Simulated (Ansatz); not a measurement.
Input and command of a plane-wave DFT calculation in Ansatz:

```yaml
crystal:
  lattice:
    - [0.0, 2.9256, 2.9256]
    - [2.9256, 0.0, 2.9256]
    - [2.9256, 2.9256, 0.0]
  atoms:
    - { symbol: "Y", position: [0.0, 0.0, 0.0] }
    - { symbol: Te, position: [0.5, 0.5, 0.5] }
basis:
  ecutwfc: 420
kpoints:
  mp_grid: { grid: [14, 14, 14] }
hamiltonian:
  xc: pbesol
scf:
  occupations: { method: gaussian, width: 0.15 }
output:
  forces: true
  stress: true
  eigenvalues: true
```

```bash
ansatz run input.yaml --threads 1 --pin off --max-ram 2560MiB --backend cpu --events-out ev --progress --plain --runs-dir out
```

Processor: Arm Neoverse V1, 1 thread, on a host shared with other jobs.

How long does it run, and how much memory does it take?

About 4.6 s on 1 thread of Arm Neoverse V1 (shared host), peak memory 0.37 GiB. It solves 18 bands at 104 k points (the mesh reduced by symmetry) with about 941 plane waves, in 6 SCF iterations.
